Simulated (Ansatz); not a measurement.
Data:

SnGe:
```
CELL_PARAMETERS angstrom
      3.53236     0.00000     0.00000
      0.00000     3.53236     0.00000
      0.00000     0.00000     3.53236
ATOMIC_POSITIONS crystal
  Sn 0.00000 0.00000 0.00000
  Ge 0.50000 0.50000 0.50000
```

This is the PBEsol-relaxed structure.

Q: All from DFT-PBEsol in the program Ansatz with PAW potentials, unless another level is named. Predict the electronic character.

A: metallic (no gap).

Q: Next, the formation energy from the elements (no fitted shifts)?

A: 0.17 eV/atom.

Q: What about the density of states at the Fermi level?

A: 0.54 states/eV per atom (mean over ±0.08 eV).

Q: Give the gap with spin–orbit coupling.

A: none (metallic).

Space group Pm-3m (CsCl type). A made-up cell: these elements were put on the sites of a structure type; neither database checked (COD, Materials Project) lists it. Whether it is the stable phase at ambient conditions was not checked. Symmetry was held in the PBEsol relaxation. At this level the phase is mechanically unstable. The references are the lowest solids computed at this level, not always the standard phases. Spin–orbit coupling is left out wherever it is not named.

Potentials: the later of the program's two PAW sets.
